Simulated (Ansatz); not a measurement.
Suppose ZnCd2S3 takes space group P4mm (No. 99), with Zn on 1a; Cd on 2c; S on 2c and 1a.

Theory: Ansatz 0.2.0, DFT PBE, scalar-relativistic, plane waves, PAW. Cutoff 420 eV, Γ-centred mesh, Gaussian smearing, no spin polarisation.

Formation energies are uncorrected and refer to the elements' standard structures at the same level.

Task: Which cell and coordinates does it relax to?

Result:

Space group P4mm (No. 99). a = 4.855 Å, b = 4.855 Å, c = 6.458 Å, α = 90.00°, β = 90.00°, γ = 90.00°
| atom | site | symmetry | x | y | z |
| --- | --- | --- | --- | --- | --- |
| Zn | 1a | 4mm | 0.0000 | 0.0000 | 0.8716 |
| Cd | 2c | 2mm. | 0.0000 | 0.5000 | 0.3196 |
| S | 2c | 2mm. | 0.0000 | 0.5000 | 0.9454 |
| S | 1a | 4mm | 0.0000 | 0.0000 | 0.4931 |

Zn has 5 S at 2.44–2.47 Å; Cd is surrounded by 1 S at 2.42 Å and 2 S at 2.67 Å; S on a site of symmetry 2mm is surrounded by 1 Cd at 2.42 Å and 2 Zn at 2.47 Å; around S on a site of symmetry 4mm lie 1 Zn at 2.44 Å and 4 Cd at 2.67 Å. Another local minimum with the same sites may exist.

Task: Where does its energy lie, and is it a metal?

Result: The formation energy is −0.14 eV/atom and the gap on the 8×8×6 mesh of the 6-atom cell is 0 eV (a metal).

The last run used Gaussian smearing of 0.10 eV. The reference form of S is held partly by dispersion forces, which this level lacks. A structure relaxed within its symmetry needn't be a true minimum. Another cell of ZnCd2S3 relaxed alike, in I-4m2, lies 0.56 eV/atom lower, so this cell isn't the stable form at this level.
